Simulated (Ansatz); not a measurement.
TiSi:
```
CELL_PARAMETERS angstrom
      5.45602     0.00000     0.00000
     -2.72801     4.72505     0.00000
      0.00000     0.00000     4.23226
ATOMIC_POSITIONS crystal
  Ti 0.50000 0.00000 0.00000
  Ti 0.50000 0.50000 0.00000
  Ti 0.00000 0.50000 0.00000
  Si 0.00000 0.00000 0.00000
  Si 0.33333 0.66667 0.50000
  Si 0.66667 0.33333 0.50000
```

Relaxed with PBE. Special points in fractions of this cell's reciprocal vectors: Γ (0.000, 0.000, 0.000); M (0.500, 0.000, 0.000); K (0.333, 0.333, 0.000); A (0.000, 0.000, 0.500); L (0.500, 0.000, 0.500); H (0.333, 0.333, 0.500).

**Question.** List the band energies nearest the Fermi level at these points for plane-wave PAW PBE (Ansatz code).

**Answer.** In eV from the Fermi level; about four levels below and three above (degenerate sets whole), none deeper than 8.9 eV; points with the same levels are listed once.

```tsv
k	below	above
Γ	-1.59 -1.59 -1.28 -0.53 -0.53	0.11 0.11 2.41 2.41
M	-1.11 -1.08 -0.61 -0.17	0.18 0.98 1.27
K	-0.85 -0.85 -0.65 -0.25	0.63 0.63 1.34 1.34
A	-0.70 -0.48 -0.48 0.00	0.23 1.55 1.55
L	-2.39 -2.36 -1.89 -1.80	0.06 0.08 0.27
H	-1.66 -1.66 -1.15 -1.15	0.01 0.78 0.89 0.89
```

Space group P6/mmm. The cell is a constructed one: a structure type filled with these elements; neither database checked (COD, Materials Project) lists it. COD files the formula under space group No. 25, so this cell is another polymorph or a model. Its standing as an ambient phase is unchecked. The cell was relaxed with PBE under the symmetry of its start; its stability against distortions is not shown here. The run is not spin-polarised.

Potentials: the later of the program's two PAW sets.
